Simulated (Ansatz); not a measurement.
Run on MnIr (R-3m) — spiral at q = 0

All numbers below come from DFT, LDA, all-electron LAPW, scalar-relativistic (Ansatz 0.2.0).

Command: `ansatz run input.yaml --threads 2 --pin off --max-ram 5120MiB --backend cpu --events-out ev --progress --plain --runs-dir out`

```yaml
crystal:
  lattice:
    - [1.3245967099, 0.764756267, 4.2398614195]
    - [-1.3245967099, 0.764756267, 4.2398614195]
    - [0.0, -1.5295125341, 4.2398614195]
  atoms:
    - { symbol: Mn, position: [0.5, 0.5, 0.5], spin: 0.7, spin_axis: [1.0, 0.0, 0.0] }
    - { symbol: Ir, position: [0.0, 0.0, 0.0] }
magnetization:
  noncollinear: true
  spin_spiral: { q: [0.0, 0.0, 0.0] }
kpoints:
  mp_grid: { grid: [12, 12, 12] }
scf:
  occupations: { method: fermi_dirac, width: 0.05 }
  lower_state_search: "off"
hamiltonian:
  xc: lda
  pseudopotentials: { kind: all_electron, lapw: { basis_error: 0.0005 } }
output:
  eigenvalues: false
```

The program prints:

```
settings of this run that can trade accuracy for cost: output.eigenvalues: false. Do not mix this run's numbers with those of runs without the same settings; the input reference describes each key
LAPW: plane waves up to 9.211 Å⁻¹, error target 5.0e-4 eV per atom; small_component_spin mean_spin; Mn in spheres of 1.290 Å, 15 of its electrons in bands, Dirac shells []; Ir in spheres of 1.325 Å, 47 of its electrons in bands, Dirac shells [] (how accurate: hamiltonian.pseudopotentials.lapw.basis_error, Limitations)
Engine: ansatz 0.2.0
Pseudopotentials: kind: all_electron
Pseudopotential: Mn, LAPW, valence charge 15, lapw/all_electron/scalar/gaussian/Mn, Koelling and Harmon's equation, gaussian nucleus
Pseudopotential: Ir, LAPW, valence charge 47, lapw/all_electron/scalar/gaussian/Ir, Koelling and Harmon's equation, gaussian nucleus
Functional definition: SPW92
  exchange = slater_x
  correlation = pw_c
Crystal: 2 atoms, lattice volume = 25.770 Å³
Basis set: ecut = 323.25518917024885 eV, 337 PW (Γ), FFT grids on a1−a3, a2−a3, a3, exchange–correlation at level 2
Bands: 76, of which v1, the nominal top of the filled ones, is band 62 counted from 1 (61 counted from 0)
Symmetry: 12 space group operations
k-points: 189 of 1728
Spin spiral: q = (0, 0, 0) of the reciprocal vectors; moments are told in the frame that turns with it, a site's in that at the site
Non-local potential: Mn, projectors of the file, none
Non-local potential: Ir, projectors of the file, none
Initial density: superposition of atomic densities (chi_scale 0.1, normalization cell)
Starting moments: Σ|m| = 0.7 μB on 1 of 2 sites
Initial wavefunctions: plane waves of lowest kinetic energy (no species holds an atomic orbital)
Functional: x = slater, c = lda
iter 1 solved again at ethr=5.63e-3 eV; its pass at ethr=1.00e-1 eV (dr2=3.49e0 eV) is discarded
SCF iter   1: F=—  HF=-516225.635689 eV  |F-HF|=—  |Δ(HF+E_count)|=         —  Δρ=6.61e-2  dr2=3.49e0  dr2_m=5.94e-3  ethr=5.63e-3  |M|=4.83e-1 ∫|m|=5.73e-1 μB  β_m=0.30  ⟨swp⟩=2.0  Hψ=88841  notcnv=0
preconditioner: auto → Kerker (q_TF=auto, 3.158 Å⁻¹)  [metal: Δε(μ)=0.013 eV  Ē_g=9.655 eV  σ=0.050 eV  W_gap=0.07  n_scr=16 (ndim 8)  ℏωp=29.3 eV  f_vac=0.000  D(μ)=2.52/eV (n_scr^D=28)]
spin=Noncollinear: Kerker preconditioning applied to the charge; magnetization (m_x, m_y, m_z) channels mix plain (no charge-response kernel on spin).
SCF iter   2: F=—  HF=-516225.562041 eV  |F-HF|=—  |Δ(HF+E_count)|=   7.36e-2  Δρ=5.10e-2  dr2=1.34e0  dr2_m=1.87e-3  ethr=5.63e-3  |M|=5.43e-1 ∫|m|=5.71e-1 μB  β_m=0.30  ⟨swp⟩=2.0  Hψ=41211  notcnv=0
SCF iter   3: F=—  HF=-516225.124862 eV  |F-HF|=—  |Δ(HF+E_count)|=   4.37e-1  Δρ=4.19e-2  dr2=1.50e0  dr2_m=2.04e-3  ethr=2.17e-3  |M|=4.77e-1 ∫|m|=5.64e-1 μB  β_m=0.30  ⟨swp⟩=2.0  Hψ=43011  notcnv=0
iter 4 solved again at ethr=6.52e-5 eV; its pass at ethr=2.17e-3 eV (dr2=4.04e-2 eV) is discarded
SCF iter   4: F=—  HF=-516224.986528 eV  |F-HF|=—  |Δ(HF+E_count)|=   1.38e-1  Δρ=8.21e-3  dr2=4.04e-2  dr2_m=4.51e-4  ethr=6.52e-5  |M|=5.08e-1 ∫|m|=5.80e-1 μB  β_m=0.30  ⟨swp⟩=2.0  Hψ=69865  notcnv=0
[...]
the basis was enlarged: its passes take 11.5 MiB over the memory plan, 2 of 2 planned eigensolver slots
[...]
SCF iter  31: F=—  HF=-516224.972569 eV  |F-HF|=—  |Δ(HF+E_count)|=   6.87e-6  Δρ=1.99e-4  dr2=6.28e-6  dr2_m=2.33e-6  ethr=3.23e-11  |M|=5.94e-1 ∫|m|=6.79e-1 μB  β_m=0.07  ⟨swp⟩=3.8  Hψ=47227  notcnv=0
SCF iter  32: F=—  HF=-516224.972569 eV  |F-HF|=—  |Δ(HF+E_count)|=   9.06e-7  Δρ=1.80e-4  dr2=2.87e-6  dr2_m=1.91e-6  ethr=3.23e-11  |M|=5.96e-1 ∫|m|=6.81e-1 μB  β_m=0.05  ⟨swp⟩=3.3  Hψ=46071  notcnv=0
SCF iter  33: F=—  HF=-516224.972574 eV  |F-HF|=—  |Δ(HF+E_count)|=   5.98e-6  Δρ=1.68e-4  dr2=9.15e-7  dr2_m=1.66e-6  ethr=3.23e-11  |M|=6.00e-1 ∫|m|=6.85e-1 μB  β_m=0.04  ⟨swp⟩=3.0  Hψ=45639  notcnv=0
SCF iter  34: F=—  HF=-516224.972586 eV  |F-HF|=—  |Δ(HF+E_count)|=   1.16e-5  Δρ=1.47e-4  dr2=3.05e-6  dr2_m=1.27e-6  ethr=3.23e-11  |M|=6.06e-1 ∫|m|=6.92e-1 μB  β_m=0.22  ⟨swp⟩=3.9  Hψ=47178  notcnv=0
SCF iter  35: F=—  HF=-516224.972622 eV  |F-HF|=—  |Δ(HF+E_count)|=   3.59e-5  Δρ=2.38e-4  dr2=4.30e-5  dr2_m=2.34e-7  ethr=3.23e-11  |M|=6.36e-1 ∫|m|=7.27e-1 μB  β_m=0.31  ⟨swp⟩=4.0  Hψ=51003  notcnv=0
SCF iter  36: F=—  HF=-516224.972628 eV  |F-HF|=—  |Δ(HF+E_count)|=   5.52e-6  Δρ=1.69e-4  dr2=2.31e-5  dr2_m=2.19e-8  ethr=3.23e-11  |M|=6.56e-1 ∫|m|=7.50e-1 μB  β_m=0.46  ⟨swp⟩=4.0  Hψ=48321  notcnv=0
SCF iter  37: F=—  HF=-516224.972626 eV  |F-HF|=—  |Δ(HF+E_count)|=   1.48e-6  Δρ=6.38e-5  dr2=2.95e-6  dr2_m=5.28e-9  ethr=3.23e-11  |M|=6.62e-1 ∫|m|=7.56e-1 μB  β_m=0.73  ⟨swp⟩=3.1  Hψ=45873  notcnv=0
SCF iter  38: F=—  HF=-516224.972626 eV  |F-HF|=—  |Δ(HF+E_count)|=   2.64e-7  Δρ=4.64e-5  dr2=1.82e-6  dr2_m=2.43e-10  ethr=3.23e-11  |M|=6.63e-1 ∫|m|=7.58e-1 μB  β_m=0.53  ⟨swp⟩=3.0  Hψ=45160  notcnv=0
SCF iter  39: F=-516224.972625 eV  HF=-516224.972626 eV  |F-HF|=1.24e-7  |Δ(HF+E_count)|=   2.90e-7  Δρ=1.26e-5  dr2=9.50e-8  dr2_m=5.86e-11  ethr=3.23e-11  |M|=6.63e-1 ∫|m|=7.58e-1 μB  ⟨swp⟩=2.6  Hψ=42032  notcnv=0
SCF 1 converged in 39 iterations: F = -516224.972625 eV  dr2 = 9.50e-8
SCF converged after 39 iterations
Magnetization: |M| = 0.6633 μB,  M = (+0.6633, -0.0000, +0.0000) μB
Absolute magnetization: 0.7580 μB (∫|m|)
  site 0: m = (+0.7002, -0.0000, +0.0000) μB, |m| = 0.7002 μB  (R = 1.29 Å)
  site 1: m = (-0.0399, +0.0000, +0.0000) μB, |m| = 0.0399 μB  (R = 1.32 Å)
Free energy (F): -516224.972625 eV
Harris-Foulkes:  -516224.972626 eV  (|F-HF|=1.24e-7)
Internal energy: -516224.949828 eV  (E = F + TS)
E sigma→0 (E₀):  -516224.961227 eV
Entropy (-TS):   -0.022797 eV (-11.398 meV/atom)
Fermi energy:    25.653021 eV
--- Per-component energies (eV) ---
  E_band       = -5976.220840
  E_kinetic    = 580217.248146
  E_xc         = -10564.866579
  E_electrostatic = -1085877.331395  (all electrons and nuclei)
  E_smearing   = -0.022797  (= −TS)
  E_closure    = 0.000000  (closes the sum)
  E_atoms      = -516203.649354  (free atoms, spherical and without spin; not in F)
  Σ components = -516224.972625   (vs F -516224.972625, Δ=0.00e0)
  Basis errors (estimates in eV, not in F): energy 1.0e-4 per atom: plane waves 7.6e-5 (3.9e-5 summed), levels above the bands 1.6e-100, relativity 7.2e-9, radial functions 2.9e-5, core shells 8.2e-9; eigenvalues (radial functions only) 1.1e-6; not estimated: angular momenta, meshes, grids; target (lapw.basis_error) 5.0e-4; muffin-tin radii Mn 1.290 Å, Ir 1.325 Å
settings of this run that can trade accuracy for cost: output.eigenvalues: false. Do not mix this run's numbers with those of runs without the same settings; the input reference describes each key
```

Site moments (μB): Mn1 0.70, Ir2 -0.04. Cell moment 0.66 μB in the turning frame.

The Ansatz runs typed with the search for lower states off end where their start leads. Spin–orbit coupling is left out although heavy atoms are present. The magnetic state is the one that this cell and start allow. It needn't be the compound's measured order, which may need a larger cell or be absent.

It took 28 min on 2 threads of Arm Neoverse V1, with other jobs on the host, peak memory 2.1 GiB.
